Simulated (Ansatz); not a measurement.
The relaxed structure here is a generated cell of AlPd: the first start was made by a random draw of sites in a space group, and the end was not matched to a known phase here, so it may be hypothetical.

One starting cell of AlPd (a randomly generated symmetric cell of AlPd (space group No. 69)) was relaxed twice with Ansatz (plane waves, PAW, scalar-relativistic): with PBEsol at 420 eV and with PBE at 420 eV. The PBEsol result:

```xyz
2
Lattice="0.0000 2.5340 2.5340 2.5340 0.0000 2.5340 2.5340 2.5340 0.0000" Properties=species:S:1:pos:R:3 pbc="T T T"
Al     2.5340     2.5340     2.5340
Pd     0.0000     0.0000     0.0000
```

```csv
quantity,PBEsol,PBE
space group,Fm-3m,Fm-3m
volume (Å³/atom),16.27,___
a (Å),5.068,___
"gap (eV, no spin-orbit coupling)",0.00,___
```

### Question
Fill in the PBE column.

### Answer

- volume (Å³/atom), PBE: 16.87
- a (Å), PBE: 5.130
- gap (eV, no spin-orbit coupling), PBE: 0.00

Both levels end in the same structure; PBE's volume is 3.7 % larger. Neither column is exact.

No spin polarisation in the result.

The run could not lose the symmetry of its start: the end is stationary, and may be a saddle point rather than a minimum.

All atoms sit on sites fixed by symmetry, so only the cell could relax.

Ansatz is a first-principles code.
